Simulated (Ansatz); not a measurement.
Total density of states per atom from DFT-PBE+D3(BJ) in the program Ansatz with PAW potentials, in 0.25 eV bins, energy from the Fermi level:

(E (eV), states/eV/atom): (-7.85, 0.38); (-7.60, 0.43); (-7.35, 0.44); (-7.10, 0.45); (-6.85, 0.51); (-6.60, 0.49); (-6.35, 0.29); (-6.10, 0.25); (-5.85, 0.25); (-5.60, 0.26); (-5.35, 0.34); (-5.10, 0.28); (-4.85, 0.21); (-4.60, 0.22); (-4.35, 0.22); (-4.10, 0.22); (-3.85, 0.30); (-3.60, 0.42); (-3.35, 0.46); (-3.10, 0.46); (-2.85, 0.45); (-2.60, 0.46); (-2.35, 0.47); (-2.10, 0.51); (-1.85, 0.55); (-1.60, 0.61); (-1.35, 0.68); (-1.10, 0.63); (-0.85, 0.56); (-0.60, 0.52); (-0.35, 0.49); (-0.10, 0.47); (0.15, 0.47); (0.40, 0.48); (0.65, 0.49); (0.90, 0.51); (1.15, 0.47); (1.40, 0.43); (1.65, 0.49); (1.90, 0.52); (2.15, 0.50); (2.40, 0.53); (2.65, 0.59); (2.90, 0.59); (3.15, 0.60); (3.40, 0.65); (3.65, 0.68); (3.90, 0.77); (4.15, 0.83); (4.40, 0.77); (4.65, 0.70)

Task: Which of these materials gives this?
A) Fe, bcc (W type)
B) Al, fcc (Cu type)
C) Sn, β-Sn type
D) Mg, hcp (Mg type)

Result: C, Sn, β-Sn type. Within 0.5 eV of the Fermi level: Sn 5p 82 %, Sn 5s 15 %. Projections are on Löwdin-orthogonalised atomic valence shells; empty p or d shells of many metals are not among them.

Space group I4_1/amd (β-Sn type). The cell was relaxed with PBE+D3(BJ) under the symmetry of its start. The pairwise dispersion correction was not fitted to metals. Spin–orbit coupling is left out wherever it is not named.

Potentials: the later of the program's two PAW sets.
